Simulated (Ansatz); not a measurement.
Clean, relaxed (110) surface of Si$_{2}$Ni, space group Fm-3m (No. 225) (top face towards +c; atoms held fixed, by place in the list: 1, 2, 3, 4, 5, 6):

```xyz
12
Lattice="3.8123 0.0000 0.0000 0.0000 5.3914 0.0000 0.0000 0.0000 22.7185" Properties=species:S:1:pos:R:3 pbc="T T T"
Si    0.0000    4.0436    8.5000
Si    0.0000    1.3479    8.5000
Ni    1.9062    2.6957    8.5000
Si    1.9062    1.3479   10.4062
Si    1.9062    4.0436   10.4062
Ni    0.0000    0.0000   10.4062
Si    0.0000    4.0543   12.3570
Si    0.0000    1.3371   12.3570
Ni    1.9062    2.6957   12.2221
Si    1.9062    1.4227   14.2230
Si    1.9062    3.9687   14.2230
Ni    0.0000    0.0000   14.1808
```

Level of theory: Ansatz 0.2.0, DFT PBEsol, scalar-relativistic, plane waves, PAW. Plane waves to 420 eV, a k mesh through Γ of 8×6×1 on the computed 12-atom cell and Gaussian smearing (0.10 eV); no spin polarisation. The cell repeats along c with a dipole correction in the vacuum.

The adsorption energy is E(slab + adsorbate) − E(slab) − E(free adsorbate, spin-polarised where open-shell). With the adsorbate the cell is lengthened along c to keep the vacuum.

(1) F (atom) is put on the top face (one adsorbate per 20.6 Å²) at each of these sites and relaxed. Order them from strongest to weakest binding.
A. hollow (Si-Si) at (0.00, 0.50), 0.9 Å under the top layer
B. top (Si) at (0.50, 0.74)

Each end is the local minimum or symmetric point that its start leads to. The slab is only 5.7 Å thick, so the energies aren't converged with thickness.

For at least one of the starts the bottom face's work function also shifts by over 0.1 eV: the slab is too thin to screen the adsorbate, so the work functions aren't converged with thickness.

Spin polarisation was left out, and a magnetic state may lie lower.

Answers

(1) B (-4.80 eV), A (-3.21 eV).